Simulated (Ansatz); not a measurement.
# Sensitivity of the gradients in Ta₂SnO₇ to the input

This input was run with Ansatz:

```yaml
crystal:
  lattice:
    - [8.57, -2.4325, 0.0]
    - [8.57, 2.4325, 0.0]
    - [-0.0968259509, 0.0, 5.5471550127]
  atoms:
    - { symbol: Ta, position: [0.9277337256, 0.4074006197, 0.6815804127] }
    - { symbol: Ta, position: [0.5925993803, 0.0722662744, 0.8184195873] }
    - { symbol: Ta, position: [0.0722662744, 0.5925993803, 0.3184195873] }
    - { symbol: Ta, position: [0.4074006197, 0.9277337256, 0.1815804127] }
    - { symbol: Sn, position: [0.8020655187, 0.1979344813, 0.25] }
    - { symbol: Sn, position: [0.1979344813, 0.8020655187, 0.75] }
    - { symbol: O, position: [0.5903546295, 0.4096453705, 0.75] }
    - { symbol: O, position: [0.4096453705, 0.5903546295, 0.25] }
    - { symbol: O, position: [1.0595611836, 0.1000451838, 0.5155677575] }
    - { symbol: O, position: [0.8999548162, -0.0595611836, 0.9844322425] }
    - { symbol: O, position: [-0.0595611836, 0.8999548162, 0.4844322425] }
    - { symbol: O, position: [0.1000451838, 1.0595611836, 0.0155677575] }
    - { symbol: O, position: [0.6169998028, 0.6791367861, 0.4415316007] }
    - { symbol: O, position: [0.3208632139, 0.3830001972, 0.0584683993] }
    - { symbol: O, position: [0.3830001972, 0.3208632139, 0.5584683993] }
    - { symbol: O, position: [0.6791367861, 0.6169998028, 0.9415316007] }
    - { symbol: O, position: [0.1505754801, 0.2942027199, 0.3400328711] }
    - { symbol: O, position: [0.7057972801, 0.8494245199, 0.1599671289] }
    - { symbol: O, position: [0.8494245199, 0.7057972801, 0.6599671289] }
    - { symbol: O, position: [0.2942027199, 0.1505754801, 0.8400328711] }
kpoints:
  mp_grid: { grid: [5, 4, 6] }
scf:
  occupations: { method: fermi_dirac, width: 0.02 }
  max_iter: 60
hamiltonian:
  xc: pbe
  pseudopotentials: { kind: paw }
output:
  forces: true
  stress: true
  populations: true
  efg:
    quadrupole_moments_barn: { Ta: 3.17, Sn: -0.132, O: -0.02558 }
    contact_densities: true
```

The quadrupole moment typed for Sn is that of the 23.9 keV Mössbauer state of ¹¹⁹Sn; the ground state has I = 1/2 and no quadrupole moment.

It converged. Of its output the block on the nuclei alone is shown, without the SCF iterations, energies, forces and stress (one atom of each set):

```
--- PAW observables at the nuclei: V_zz in 10²¹ V/m², potentials from the cell's mean, atoms counted from 1 ---
  atom   1  Ta V_zz =   +39.523337   η = 0.0951   by run symmetry: allowed   C_q = +3029.4740 MHz
            electrostatic potential = -14488.439578 V   contact ρ = 8154517.308607 e/Å³
  atom   5  Sn V_zz =   -19.416995   η = 0.2125   by run symmetry: allowed   C_q = +61.9741 MHz
            electrostatic potential = -8174.808805 V   contact ρ = 1236283.142029 e/Å³
  atom   7  O  V_zz =   +15.274649   η = 0.2607   by run symmetry: allowed   C_q = -9.4477 MHz
            electrostatic potential = -629.434517 V   contact ρ = 2160.263627 e/Å³
  atom   9  O  V_zz =    -6.484417   η = 0.2568   by run symmetry: allowed   C_q = +4.0108 MHz
            electrostatic potential = -627.501695 V   contact ρ = 2158.110480 e/Å³
  atom  13  O  V_zz =    +3.108105   η = 0.2336   by run symmetry: allowed   C_q = -1.9224 MHz
            electrostatic potential = -628.091301 V   contact ρ = 2157.501258 e/Å³
  atom  17  O  V_zz =    -4.462540   η = 0.4615   by run symmetry: allowed   C_q = +2.7602 MHz
            electrostatic potential = -627.882423 V   contact ρ = 2156.785219 e/Å³
```

(1) Can these gradients be trusted, and how do they compare with a run on standard settings?

Answers

(1) They agree with the standard run. Against the standard input the change is `kpoints.mp_grid.grid`: [5, 5, 5] → [5, 4, 6]; `scf.max_iter`: not typed → 60. A site carries the number of its first atom; V_zz in 10²¹ V/m².

```tsv
site	V_zz standard	η standard	V_zz here	η here
Ta	39.5	0.10	39.5	0.10
Sn	-19.42	0.21	-19.42	0.21
O7	15.28	0.26	15.27	0.26
O9	-6.48	0.26	-6.48	0.26
O13	3.11	0.23	3.11	0.23
O17	-4.46	0.46	-4.46	0.46
```

No V_zz moves by more than 0.01. New warnings: symmetry narrowed by mesh. The changed input holds a mesh that breaks the symmetry, which doesn't reach the result here.

On the reference run: At this cell the principal stresses reach 6 GPa in size with PBE, which can matter for small gradients. Without spin–orbit coupling the gradients at and beside Ta can be off by some per cent, at some sites by more. With these PAW files V_zz is typically within 2 to 3 % of all-electron values, but misses above 10 % occur on Ta. The database positions were far from equilibrium, so the relaxed structure may not be the compound's real one.
